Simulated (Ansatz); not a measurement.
## BaHfO3 as a strained film

The calculation used DFT r2SCAN, scalar-relativistic, plane waves, PAW in Ansatz 0.2.0. Run with 500 eV cutoff, 6×6×6 k-mesh, Gaussian smearing of 0.02 eV, no spin polarisation.

Reference structure (relaxed):

```
Ba Hf O
1.0
     4.17711    0.00000    0.00000
     0.00000    4.17711    0.00000
     0.00000    0.00000    4.17711
Ba Hf O
1 1 3
Direct
  0.50000 0.50000 0.50000
  0.00000 0.00000 0.00000
  0.00000 0.50000 0.00000
  0.50000 0.00000 0.00000
  0.00000 0.00000 0.50000
```

The a-b plane is strained alike in both directions, as on a substrate, while c and the atoms relax within the symmetry that the strain leaves. Stress is positive in compression; energies are free energies at the smearing used, per atom.

Spin–orbit coupling is left out, which can shift energies with elements as heavy as these.

| strain (%) | c (Å) | σ in plane (GPa) | ΔE (meV/atom) |
| --- | --- | --- | --- |
| -6.0 | 4.3294 | 32.27 | 154.55 |
| -4.0 | 4.2726 | 19.16 | 63.88 |
| -2.0 | 4.2219 | 8.55 | 14.89 |
| +0.0 | 4.1771 | 0.00 | 0.00 |
| +2.0 | 4.1376 | -6.88 | 13.04 |
| +4.0 | 4.1020 | -12.36 | 48.97 |
| +6.0 | 4.0714 | -16.72 | 103.65 |

Q: Get the biaxial modulus twice, from the stresses and from the energies of the innermost pair.

A: From stress: M = −Δσ/Δε = (8.55 − (-6.88)) / 0.040 = 386 GPa. Two in-plane directions each store σε/2, so the energy density is Mε²: M = (mean ΔE)/(V ε²) = 13.97 meV / (14.577 Å³ × 0.020²) × 0.16022 GPa Å³/meV = 384 GPa. The two agree.

Q: How well does Mε², with M from the stresses, predict the outermost points?

A: 126.3 meV predicted against 154.5 computed at -6.0 %; 126.3 meV predicted against 103.6 computed at +6.0 %. Compression costs more than stretching, the usual sign of bonds that stiffen as they shorten.

Q: How does c respond, and up to what thickness can a film with 1 % or 2 % misfit stay coherent on a thick substrate?

A: c answers with ε_c = −0.50 ε. In an isotropic solid that ratio is 2ν/(1 − ν), so ν = r/(2 + r) = 0.20. A film of thickness h stores Mε²h per area, 38.6 mJ/m² per nm at 1 %. The Matthews–Blakeslee balance for pure edge misfit dislocations, h = b/(8πf(1 + ν)) × (ln(h/b) + 1), with b taken as the in-plane vector a = 4.18 Å, solved by iteration, gives 4.7 nm at f = 1 % and 1.6 nm at 2 %. This is an isotropic estimate in which the moduli cancel; the real Burgers vector, glide system, anisotropy and slow kinetics can shift it by a factor of a few, mostly upward.

Symmetry holds off the tilts and polar distortions that many cubic perovskites undergo.